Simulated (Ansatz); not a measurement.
SrO (rock salt)

```
SrO
1.0
    0.00000     2.59750     2.59750
    2.59750     0.00000     2.59750
    2.59750     2.59750     0.00000
O Sr
1 1
Direct
  0.00000   0.00000   0.00000
  0.50000   0.50000   0.50000
```

E(V) scan at fixed shape, V₀ the volume above. Symmetry pins the atoms to their sites.

Level of theory: PBE (plane waves to 420 eV, PAW, scalar-relativistic; Ansatz, a quantum-chemistry and plane-wave program). k mesh 11×11×11 (Γ-centred), Fermi-Dirac smearing 0.05 eV. Stress and pressure are positive under compression. SrO was relaxed with its symmetry unable to fall.

At one point of the scan the stress tensor (GPa) is:

```
    6.0      0.0      0.0
    0.0      6.0      0.0
    0.0      0.0      6.0
```

### Question
Which point is it?
A. V/V₀ = 0.980
B. V/V₀ = 0.940
C. V/V₀ = 0.960
D. V/V₀ = 0.920

### Answer
B, V/V₀ = 0.940

(A scan under strain: stresses follow from slopes of the energy per volume, elastic moduli from its curvatures.)
